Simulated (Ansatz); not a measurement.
HfPbO₃ (cubic perovskite, Pm-3m) at seven volumes, DFT-r²SCAN in the program Ansatz with PAW potentials, scaled uniformly. One row is withheld.

| V (Å³/atom) | P (GPa) |
|---|---|
| 12.840 | 20.66 |
| 13.263 | 12.64 |
| 13.686 | 5.81 |
| 14.110 | 0.00 |
| 14.533 | -4.95 |
| 14.956 | ? |
| 15.380 | -12.78 |

Task: Fit the shown pressures and predict the withheld one.

Result: Third-order Birch–Murnaghan: P = (3/2)B₀(x^(7/2) − x^(5/2))[1 + (3/4)(B′ − 4)(x − 1)] with x = (V₀/V)^(2/3). Least squares on the six rows gives V₀ = 14.110 Å³/atom, B₀ = 178.6 GPa, B′ = 4.33. At V = 14.956, x = 0.9619 and P = -9.17 GPa. The run itself gave -9.18 GPa.

The workflow started from a Materials Project entry (that database holds measured and hypothetical structures alike); the Crystallography Open Database copy checked does not list it. COD files the formula under space group No. 55. Its standing as an ambient phase is unchecked. Symmetry was held in the r²SCAN relaxation; whether a distortion lowers the energy is not shown. The run is not spin-polarised. Scalar-relativistic: spin–orbit coupling is off unless named, which matters more the heavier the elements.

Potentials: the later of the program's two PAW sets.
